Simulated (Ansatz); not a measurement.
Input:

MgB2 (AlB2 type, space group P6/mmm)

```xyz
3
Lattice="3.0743 0.0000 0.0000 -1.5372 2.6624 0.0000 0.0000 0.0000 3.5275" Properties=species:S:1:pos:R:3 pbc="T T T"
Mg     0.0000     0.0000     0.0000
B      0.0000     1.7750     1.7638
B      1.5372     0.8875     1.7638
```

A phonon eigenvector at Γ is frozen into this cell: atom i moves by Q times the vector below, so Q is the largest atomic displacement, in Å. The cell is held.

| atom | x | y | z |
|---|---|---|---|
| B2 | 0.000 | 0.000 | 1.000 |
| B3 | 0.000 | 0.000 | -1.000 |

Atoms not listed stay in place.

These are PBE (plane waves to 420 eV, PAW, scalar-relativistic; Ansatz, an electronic-structure program) values and carry that method's errors. k mesh 17×17×13 (Γ-centred), Fermi-Dirac smearing 0.05 eV. The energy includes the smearing's −TS. With partly filled bands, energies and forces of such displacements shift with the k mesh and the smearing. MgB2 was relaxed with its symmetry unable to fall. ΔE is measured from the undisplaced structure.

The scan covers Q from -0.100 to 0.100 Å in 13 points.

Q: Is this a single well or a double well?

A: A single well with its minimum at or next to zero displacement.

Q: Which space group does the distorted structure have?

A: P-3m1 (No. 164), lowered from P6/mmm.

Q: Is the energy the same for equal positive and negative displacements?

A: Even: the same for both signs.

Q: What is the energy change at Q = 0.100 Å?

A: 185 meV/cell.

Q: What harmonic wavenumber does the curvature at Q = 0 give?

A: 685 cm⁻¹.

(For displaced atoms, the force is minus the slope of the energy, and its curvature is a force constant, which sets phonon frequencies.)
